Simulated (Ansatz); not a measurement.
**Relaxing a structure of In2Au**

The start is a generated cell, In2Au built in the AFLOW prototype AB2_tI6_139_a_e (C11_b, as in Si2Mo). A full variable-cell relaxation at zero pressure is run with PBEsol (plane waves to 420 eV, PAW, scalar-relativistic; Ansatz, an electronic-structure program). The first steps use a coarse 12×12×12 k-mesh.

Initial structure:
```
CELL_PARAMETERS angstrom
     -1.96939     1.96939     4.82015
      1.96939    -1.96939     4.82015
      1.96939     1.96939    -4.82015
ATOMIC_POSITIONS crystal
  Au 0.00000 0.00000 0.00000
  In 0.33530 0.33530 0.00000
  In 0.66470 0.66470 0.00000
```

Question: What is the largest force in the starting geometry, and on which atom (counted from 1)?

Answer: 0.40 eV/Å, on In2, In3 (atoms numbered as listed).

Question: By how much does the energy per atom fall from start to end?

Answer: 0.08 eV/atom.

Question: How do the shortest distances between atoms change?

Answer: The closest pairs of elements (up to four, under 3.6 Å), start → end: In–In 3.18 → 2.74 Å; Au–In 3.21 → 2.76 Å.

Question: What band gap does the relaxed structure have at this level?

Answer: Zero (metallic).

Question: Write out the relaxed structure.

Answer: 
Space group I4/mmm (No. 139); a = 3.986 Å, b = 3.986 Å, c = 8.258 Å, α = 90.00°, β = 90.00°, γ = 90.00°

```json
[
 {"atom": "Au", "site": "2a", "symmetry": "4/mmm", "x": "0.0000", "y": "0.0000", "z": "0.0000"},
 {"atom": "In", "site": "4e", "symmetry": "4mm", "x": "0.0000", "y": "0.0000", "z": "0.3338"}
]
```
(The calculation used a cell of 3 atoms; values per cell refer to that cell.)

The space group stays I4/mmm (No. 139) (the run could not lower it), with 3 atoms in the primitive cell. Final values are on a 16×16×16 k-mesh of the relaxed cell. No spin polarisation in the result.

The run could not lower the symmetry of its start; a shaken copy of this end point relaxes with PBEsol to P-1 (No. 2) at a tolerance of 0.01 Å, C2/m (No. 12) at 0.1 Å, 0.14 eV/atom lower.

The relaxed structure here is a generated cell of In2Au: the first start was made by placing the elements on the sites of a structure type, and the end was not matched to a known phase here, so it may be hypothetical.
